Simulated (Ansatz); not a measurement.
A geometry of SnF₃ away from equilibrium: step 2 of the relaxation of a generated cell, SnF3 built in the AFLOW prototype AB3_hR8_148_c_f (D0_5, as in BiI3). Calculation: r2SCAN (plane waves to 500 eV, PAW, scalar-relativistic; Ansatz, a first-principles code). Γ-centred k-mesh 5×5×5 on the run's cell (coarser than for final values), Fermi–Dirac smearing 0.05 eV. The plane waves were selected for a different cell earlier on the path.

```xyz
8
Lattice="2.8858 1.6661 5.1896 -2.8858 1.6661 5.1896 0.0000 -3.3322 5.1896" Properties=species:S:1:pos:R:3 pbc="T T T"
Sn     0.0000     0.0000     5.1859
Sn     0.0000     0.0000    10.3829
F     -1.8727    -0.0849     6.4020
F      1.0099    -1.5793     6.4020
F      0.8628     1.6643     6.4020
F      1.8727     0.0849     9.1668
F     -1.0099     1.5793     9.1668
F     -0.8628    -1.6643     9.1668
```

Question: Give the Cartesian forces on all atoms (eV/Å).

Answer: 
```tsv
atom	Fx	Fy	Fz
Sn1	0.00	0.00	-0.05
Sn2	0.00	0.00	0.05
F3	0.42	-0.71	-1.10
F4	0.40	0.71	-1.10
F5	-0.82	-0.01	-1.10
F6	-0.42	0.71	1.10
F7	-0.40	-0.71	1.10
F8	0.82	0.01	1.10
```

The path ends in R-3 (No. 148). No spin polarisation in the result.

The run could not lose the symmetry of its start: the end is stationary, and may be a saddle point rather than a minimum.

The end of the path is a generated cell of SnF3: the first start was made by placing the elements on the sites of a structure type, and the end was not matched to a known phase here, so it may be hypothetical.
